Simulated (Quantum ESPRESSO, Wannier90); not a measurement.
**TaS2 (R-3m): Wannier90 run**

Materials Project entry mp-555037; symmetrised, unrelaxed at this level. COD (Crystallography Open Database) has the formula in 4 space groups, this one among them (matched by group alone). Computed values, not measurements, from PBEsol: Quantum ESPRESSO (norm-conserving PseudoDojo potentials, cutoff 47 Ry, spinors with spin-orbit coupling) on a Γ-centred 8×8×8 mesh, then Wannier90. Density: 10×10×10 mesh, cold smearing 0.01 Ry. The cell is built of weakly bound layers, chains or molecules, whose nearest atoms lie 3.85 Å apart. Database cells relaxed without dispersion often hold them too far apart, which can enlarge gaps and weakens couplings between them; spacing and stacking were not compared with the measured crystal.

```
begin unit_cell_cart
ang
   -1.6917200017    2.9301449951    0.0000000000
   -3.3834400034    0.0000000000    0.0000000000
   -1.6917200017    0.9767149984    6.3514130000
end unit_cell_cart
mp_grid = 8 8 8
```

Which shells of neighbouring k-points and which b-vectors and weights does Wannier90 pick for this cell and mesh?


```
 *---------------------------------- K-MESH ----------------------------------*
 +----------------------------------------------------------------------------+
 |                    Distance to Nearest-Neighbour Shells                    |
 |                    ------------------------------------                    |
 |          Shell             Distance (Ang^-1)          Multiplicity         |
 |          -----             -----------------          ------------         |
 |             1                   0.123657                      2            |
 |             2                   0.247314                      2            |
 |             3                   0.271192                      6            |
 |             4                   0.280432                      6            |
 |             5                   0.314690                      6            |
 |             6                   0.338114                      6            |
 |             7                   0.370972                      2            |
 |             8                   0.393824                      6            |
       ... (lines left out)
 +----------------------------------------------------------------------------+
 | The b-vectors are chosen automatically                                     |
 | The following shells are used:                       1,  3                 |
 +----------------------------------------------------------------------------+
 |                        Shell   # Nearest-Neighbours                        |
 |                        -----   --------------------                        |
 |                          1               2                                 |
 |                          2               6                                 |
 +----------------------------------------------------------------------------+
 | Completeness relation is fully satisfied [Eq. (B1), PRB 56, 12847 (1997)]  |
 +----------------------------------------------------------------------------+
 |                  b_k Vectors (Ang^-1) and Weights (Ang^2)                  |
 |                  ----------------------------------------                  |
 |            No.         b_k(x)      b_k(y)      b_k(z)        w_b           |
 |            ---        --------------------------------     --------        |
 |             1         0.000000    0.000000    0.123657    31.152213        |
 |             2         0.000000    0.000000   -0.123657    31.152213        |
 |             3        -0.232130   -0.134020   -0.041219     4.639564        |
 |             4         0.000000    0.268041   -0.041219     4.639564        |
 |             5        -0.232130    0.134020    0.041219     4.639564        |
 |             6         0.232130    0.134020    0.041219     4.639564        |
 |             7         0.000000   -0.268041    0.041219     4.639564        |
 |             8         0.232130   -0.134020   -0.041219     4.639564        |
```
